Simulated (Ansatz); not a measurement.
C:
Space group R-3c, hexagonal axes (No. 167); a = b = 11.0611 Å, c = 4.2158 Å, α = β = 90.00°, γ = 120.00°

| atom | site | symmetry | x | y | z |
|---|---|---|---|---|---|
| C | 36f | 1 | 0.1189 | 0.1189 | 0.0831 |
(The calculation used a cell of 12 atoms; values per cell refer to that cell.)

Relaxed at zero pressure with PBE in the plane-wave PAW code Ansatz.

The volume is lowered by 6 % and shape and atoms relax at that volume. What pressure results, and how do the axes share the change?

0.2 GPa; a -3.0 %, b -3.0 %, c -0.1 %; the energy rises by 0 meV/atom.

Give the new structure.


Space group R-3c, hexagonal axes (No. 167); a = b = 10.727 Å, c = 4.214 Å, α = β = 90.00°, γ = 120.00°

| atom | site | symmetry | x | y | z |
|---|---|---|---|---|---|
| C | 36f | 1 | 0.1226 | 0.1226 | 0.0831 |

The phase is kept; no other phase was compared at this pressure.

The start of the workflow was typed in or built on a structure type; neither database checked (COD, Materials Project) lists it. It is not the phase usual at ambient conditions (space group No. 194, 227). Symmetry was held in the PBE relaxation; whether a distortion lowers the energy is not shown. The volume moved by 194 % from the start of the relaxation.

Potentials: the earlier of the program's two PAW sets.
